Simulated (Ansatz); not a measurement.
Values for one crystal, relaxed and computed with r²SCAN (plane waves, PAW; program Ansatz); other levels are named.

| Property | Result |
|---|---|
| Volume per atom | 19.48 Å³ |
| Electronic character | metallic (no gap) |
| Formation energy from the elements (no fitted shifts) | -0.89 eV/atom |
| Density of states at the Fermi level | 0.53 states/eV per atom (mean over ±0.08 eV) |

**Question.** Which of these materials gives this?
A. YSi2Pd2, I4/mmm (Y on 2a, Si on 4e, Pd on 4d)
B. ZrGeS, P4/nmm (Zr on 2c, Ge on 2a, S on 2c)
C. LaAl2Si2, P-3m1 (La on 1a, Al on 2d, Si on 2d)
D. LaGe2Pd2, I4/mmm (La on 2a, Ge on 4e, Pd on 4d)

**Answer.** D, LaGe2Pd2, I4/mmm (La on 2a, Ge on 4e, Pd on 4d)

The workflow started from a Materials Project entry (that database holds measured and hypothetical structures alike); the Crystallography Open Database copy checked does not list it. Whether it is the stable phase at ambient conditions was not checked. The cell was relaxed with r²SCAN under the symmetry of its start; whether a distortion lowers the energy is not shown. No spin polarisation was allowed. The references are the lowest solids computed at this level, not always the standard phases. Scalar-relativistic: spin–orbit coupling is off unless named, which matters more the heavier the elements.

Potentials: the earlier of the program's two PAW sets.
